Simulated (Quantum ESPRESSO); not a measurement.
## Kohn-Sham bands of Li2S (anti-fluorite)

```
CELL_PARAMETERS angstrom
      0.00000     2.83517     2.83517
      2.83517     0.00000     2.83517
      2.83517     2.83517     0.00000
ATOMIC_POSITIONS crystal
  Li 0.75000 0.75000 0.75000
  Li 0.25000 0.25000 0.25000
  S  0.00000 0.00000 0.00000
```

Structure: Materials Project mp-1153, symmetrised, not relaxed again. COD (Crystallography Open Database) has an entry of this formula and space group (matched by these alone). Method: PBEsol plane waves in Quantum ESPRESSO 7.5 (PseudoDojo norm-conserving files, 60 Ry, no spin polarisation, no spin-orbit coupling), Bloch states on a 10×10×10 mesh through Γ, Wannier90 4.0.1. Density: 10×10×10 mesh, cold smearing 0.01 Ry.

Problem. List the Kohn-Sham levels between −8 and 6.2 eV relative to the valence-band maximum at the high-symmetry points, as a band run of pw.x on that density gives them (levels within 2 meV counted together).

Solution. 
```
point  k (reciprocal lattice)                 levels (eV)
-----  ----------------------  --------------------------
Γ           0.000 0.000 0.000  0.00 (×3), 4.17, 6.15 (×3)
X           0.500 0.000 0.500     -2.22, -1.47 (×2), 3.21
U           0.625 0.250 0.625   -2.15, -2.02, -1.19, 4.45
K           0.375 0.375 0.750   -2.15, -2.02, -1.19, 4.45
L           0.500 0.500 0.500     -2.97, -0.52 (×2), 6.06
W           0.500 0.250 0.750     -1.88 (×2), -1.83, 5.35
```
